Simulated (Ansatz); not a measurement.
Here is the system:

Ga$_{4}$BiAs$_{3}$:
```cif
data_As3BiGa4
_chemical_formula_sum 'Ga4 Bi1 As3'
_space_group_name_H-M_alt 'P 1'
_space_group_IT_number 1
_cell_length_a 7.08239
_cell_length_b 7.08239
_cell_length_c 4.06998
_cell_angle_alpha 90.000
_cell_angle_beta 90.000
_cell_angle_gamma 109.555
loop_
_space_group_symop_operation_xyz
  'x, y, z'
loop_
_atom_site_label
_atom_site_type_symbol
_atom_site_fract_x
_atom_site_fract_y
_atom_site_fract_z
_atom_site_occupancy
Ga1 Ga 0.63949 0.36051 0.50000 1
Ga2 Ga 0.10616 0.36795 0.00000 1
Ga3 Ga 0.63205 0.89384 0.00000 1
Ga4 Ga 0.12343 0.87657 0.50000 1
Bi1 Bi 0.49944 0.50056 0.00000 1
As1 As 0.99910 0.00090 0.00000 1
As2 As 0.49949 0.99915 0.50000 1
As3 As 0.00085 0.50051 0.50000 1
```

This is the LDA-relaxed structure.

Q: All from the program Ansatz at the LDA level (PAW), unless another level is named. Estimate the highest zone-centre frequency.

A: 259 cm⁻¹.

Q: What about the bulk modulus (Birch–Murnaghan fit)?

A: 63.4 GPa.

Space group Amm2. The first step of the workflow began from a Materials Project structure, measured or hypothetical; the Crystallography Open Database copy checked does not list it. Its standing as an ambient phase is unchecked. The LDA relaxation kept the symmetry of its start; of distortions, only those at the zone centre were tested. As this level gives no gap, phonon frequencies hold no LO–TO term and depend on the k-mesh and smearing (Fermi–Dirac, 0.1 eV here). Spin–orbit coupling is left out wherever it is not named.

Potentials: the later of the program's two PAW sets.
